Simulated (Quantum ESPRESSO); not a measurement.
**Band energies of CsPbCl₃**

```
CsPbCl3
1.0
    5.62224     0.00000     0.00000
    0.00000     5.62224     0.00000
    0.00000     0.00000     5.62224
Cl Cs Pb
3 1 1
Direct
  0.00000   0.50000   0.50000
  0.50000   0.00000   0.50000
  0.50000   0.50000   0.00000
  0.00000   0.00000   0.00000
  0.50000   0.50000   0.50000
```

PBE (stringent potentials; Quantum ESPRESSO, PseudoDojo norm-conserving, 88 Ry, without SOC); path ΓXMΓRX,MR; energies in eV from the valence-band maximum.

| k (1/Å) | point | band 22 | band 23 | band 24 | band 25 | band 26 | band 27 | band 28 | band 29 |
|---|---|---|---|---|---|---|---|---|---|
| 0.00 | Γ | -2.56 | -2.56 | -2.46 | -2.46 | -2.46 | 3.40 | 4.36 | 4.36 |
| 0.28 |  | -2.61 | -2.61 | -2.51 | -2.51 | -2.37 | 3.89 | 4.67 | 4.76 |
| 0.56 | X | -2.66 | -2.66 | -2.57 | -2.57 | -1.66 | 3.05 | 4.74 | 5.25 |
| 0.74 |  | -2.68 | -2.61 | -2.57 | -2.44 | -1.56 | 2.92 | 4.75 | 4.95 |
| 1.12 | M | -2.74 | -2.74 | -2.70 | -2.15 | -0.80 | 2.56 | 2.56 | 4.95 |
| 1.51 |  | -2.66 | -2.58 | -2.55 | -2.36 | -2.20 | 4.11 | 4.27 | 4.67 |
| 1.91 | Γ | -2.56 | -2.56 | -2.46 | -2.46 | -2.46 | 3.40 | 4.36 | 4.36 |
| 2.23 |  | -2.73 | -2.48 | -2.46 | -2.43 | -2.43 | 4.03 | 4.70 | 4.70 |
| 2.39 |  | -2.88 | -2.38 | -2.38 | -2.36 | -2.06 | 3.94 | 3.94 | 4.02 |
| 2.71 |  | -2.85 | -2.20 | -2.20 | -2.17 | -0.43 | 2.28 | 2.28 | 2.41 |
| 2.88 | R | -2.69 | -2.14 | -2.14 | -2.14 | 0.00 | 1.99 | 1.99 | 1.99 |
| 3.03 |  | -2.77 | -2.21 | -2.20 | -2.17 | -0.39 | 2.09 | 2.35 | 2.46 |
| 3.35 |  | -2.77 | -2.49 | -2.45 | -2.35 | -1.40 | 2.69 | 4.20 | 4.33 |
| 3.67 | X | -2.66 | -2.66 | -2.57 | -2.57 | -1.66 | 3.05 | 4.74 | 5.25 |
| 3.67 | M | -2.74 | -2.74 | -2.70 | -2.15 | -0.80 | 2.56 | 2.56 | 4.95 |
| 3.85 |  | -2.70 | -2.50 | -2.50 | -2.15 | -0.72 | 2.41 | 2.41 | 4.16 |
| 4.22 | R | -2.69 | -2.14 | -2.14 | -2.14 | 0.00 | 1.99 | 1.99 | 1.99 |

The PBE gap is direct, 1.99 eV at R.

Spin-orbit coupling is left out; with 6p states at a band edge it can lower the gap by many tenths of an eV, most of a small gap. The cell is held in this high symmetry; tilts and polar distortions were not searched.

Geometry relaxed with PBEsol.
